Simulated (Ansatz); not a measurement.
ScF$_{3}$:
```cif
data_F6Sc2
_chemical_formula_sum 'Sc2 F6'
_space_group_name_H-M_alt 'P 1'
_space_group_IT_number 1
_cell_length_a 5.67598
_cell_length_b 5.67598
_cell_length_c 5.67598
_cell_angle_alpha 59.390
_cell_angle_beta 59.390
_cell_angle_gamma 59.390
loop_
_space_group_symop_operation_xyz
  'x, y, z'
loop_
_atom_site_label
_atom_site_type_symbol
_atom_site_fract_x
_atom_site_fract_y
_atom_site_fract_z
_atom_site_occupancy
Sc1 Sc 0.50000 0.50000 0.50000 1
Sc2 Sc 0.00000 0.00000 0.00000 1
F1 F 0.70182 0.25000 0.79818 1
F2 F 0.29818 0.75000 0.20182 1
F3 F 0.79818 0.70182 0.25000 1
F4 F 0.20182 0.29818 0.75000 1
F5 F 0.25000 0.79818 0.70182 1
F6 F 0.75000 0.20182 0.29818 1
```

Relaxed with r²SCAN.

Give the optical modes at the zone centre with their infrared and Raman activity from DFPT, r²SCAN in the plane-wave PAW code Ansatz.

Transverse frequencies, without the LO–TO term; a row sums one degenerate level.

| ω (cm⁻¹) | degeneracy | IR ((D/Å)²/amu) | Raman (Å⁴/amu) | activity | symmetry |
|---|---|---|---|---|---|
| 46 | 2 | 0.00 | 0 | silent | Eg |
| 90 | 1 | 0.00 | 0.87 | Raman | A1g |
| 136 | 2 | 0.03 | 0 | IR | Eu |
| 143 | 1 | 0.00 | 0 | silent | A1u |
| 197 | 1 | 8.09 | 0 | IR | A2u |
| 199 | 2 | 15.53 | 0 | IR | Eu |
| 243 | 1 | 0.00 | 0 | silent | A2g |
| 250 | 2 | 0.00 | 0.43 | Raman | Eg |
| 395 | 2 | 1.30 | 0 | IR | Eu |
| 396 | 1 | 0.00 | 0 | silent | A1u |
| 461 | 2 | 0.00 | 1.5 | Raman | Eg |
| 463 | 1 | 25.70 | 0 | IR | A2u |
| 464 | 2 | 49.48 | 0 | IR | Eu |
| 637 | 1 | 0.00 | 0 | silent | A2g |

How high does the top mode go among those that the LO–TO term moves?

668 cm⁻¹ for q along x, 668 cm⁻¹ for q along y, 671 cm⁻¹ for q along z.

Space group R-3c. The workflow started from a Materials Project entry (that database holds measured and hypothetical structures alike); the Crystallography Open Database copy checked does not list it. COD files the formula under space group No. 155, 191, 194, 221, so this cell is another polymorph or a model. Its standing as an ambient phase is unchecked. The r²SCAN relaxation kept the symmetry of its start; phonons on a q-mesh show no instability. The run is not spin-polarised.

Potentials: the later of the program's two PAW sets.
